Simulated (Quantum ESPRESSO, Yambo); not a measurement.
Levels of theory for the gap of Ca₂FeH₆

Ca2FeH6 (space group Fm-3m, No. 225): one geometry, one set of norm-conserving PBEsol (Quantum ESPRESSO, 90 Ry, no spin-orbit coupling) orbitals, self-energies from Yambo (4×4×4 Γ-centred k mesh, bands 5 to 161 and a 8 Ry block in the screening, 161 bands in G with the Bruneval-Gonze terminator, plasmon pole fitted at 27.2 eV).

The geometry is that of Materials Project entry mp-1205964, symmetrised and not relaxed again.

```tsv
level	gap W → X (eV)	direct gap at X (eV)	rough Yambo cost
PBEsol (Quantum ESPRESSO)	1.27	1.28	–
exchange only (Hartree-Fock self-energy on PBEsol orbitals)	12.47	12.45	about 1/5 (8 states)
static COHSEX@PBEsol	3.13	3.14	within a factor of two (3 states)
G0W0@PBEsol, plasmon pole	2.48	2.48	1 (8 states)
```

Bare exchange has no screening and gives the widest gap; static COHSEX screens it but leaves out the frequency dependence, which G0W0 restores.

Costs are rough ratios of core time on shared machines.

Nearest settings tried, and what they do to the gap: 63 bands in W, 63 bands in G: +3 meV; 76 bands in W: -7 meV; 2 Ry block (51 vectors against 259): +390 meV. Not varied: mesh. So the settings aren't converged at that level.

The structure is a Materials Project entry; no match was found in the copy of COD used, and its stability was not checked.

The runs are not spin-polarised; magnetic order was not tried.
